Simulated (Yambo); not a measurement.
```
WO3
1.0
    7.40294     0.00000     0.00000
   -3.70147     6.41113     0.00000
    0.00000     0.00000     3.80639
O W
9 3
Cartesian
  0.00000   2.74691   0.00000
  3.70147   3.66422   0.00000
  5.02404   1.37346   0.00000
 -1.32257   5.03768   0.00000
  1.32257   5.03768   0.00000
  2.37890   1.37346   0.00000
 -1.85073   3.20557   1.90319
  3.70147   0.00000   1.90319
  1.85073   3.20557   1.90319
  1.85073   3.20557   0.00000
 -1.85073   3.20557   0.00000
  3.70147   0.00000   0.00000
```

Workflow: PBEsol (pw.x of Quantum ESPRESSO, ONCV potentials, no spin-orbit coupling), then G0W0 in Yambo (3×3×4 Γ-centred k mesh, bands 4 to 210 and a 6 Ry block in the screening, 210 bands in G with the Bruneval-Gonze terminator, plasmon pole fitted at 27.2 eV).

Task: Give the PBEsol and G0W0 gaps between the band edges found on this mesh, and say where the edges lie.

Result: Edges: A → Γ. PBEsol: 0.62 eV; G0W0: 1.59 eV. Nearest settings tried, and what they do to the gap: 145 bands in W, 145 bands in G: +68 meV; 5 Ry block (245 vectors against 317): +28 meV; 3×3×2 mesh: -32 meV. So the settings aren't converged at that level. Spin-orbit coupling is left out, which matters for elements this heavy: edges can move by tenths of an eV.

Geometry of the Materials Project entry, not relaxed at this level.
